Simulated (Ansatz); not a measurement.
Relaxed-ion elastic tensor of Cu₂O (anti-fluorite, space group No. 225) in GPa (Voigt order), plane-wave PAW r²SCAN (Ansatz code); density 7.20 g/cm³, 11.00 Å³ per atom.

```
  177    119    119    0.0    0.0    0.0
  119    177    119    0.0    0.0    0.0
  119    119    177    0.0    0.0    0.0
  0.0    0.0    0.0  -14.9    0.0    0.0
  0.0    0.0    0.0    0.0  -14.9    0.0
  0.0    0.0    0.0    0.0    0.0  -14.9
```

Task: Is the crystal mechanically stable?

Result: No: the smallest eigenvalue of C is -14.9 GPa.

Space group Fm-3m (anti-fluorite). The start of the workflow was typed in or built on a structure type; neither database checked (COD, Materials Project) lists it. It is not the phase usual at ambient conditions (space group No. 224). Symmetry was held in the r²SCAN relaxation. At this level the phase is mechanically unstable. The workflow began spin-polarised and lost its moments. The volume moved by 30 % from the start of the relaxation. No Hubbard U is applied. As this level gives no gap, shear constants depend on the k-mesh and smearing (Fermi–Dirac, 0.1 eV here).

Potentials: the earlier of the program's two PAW sets.
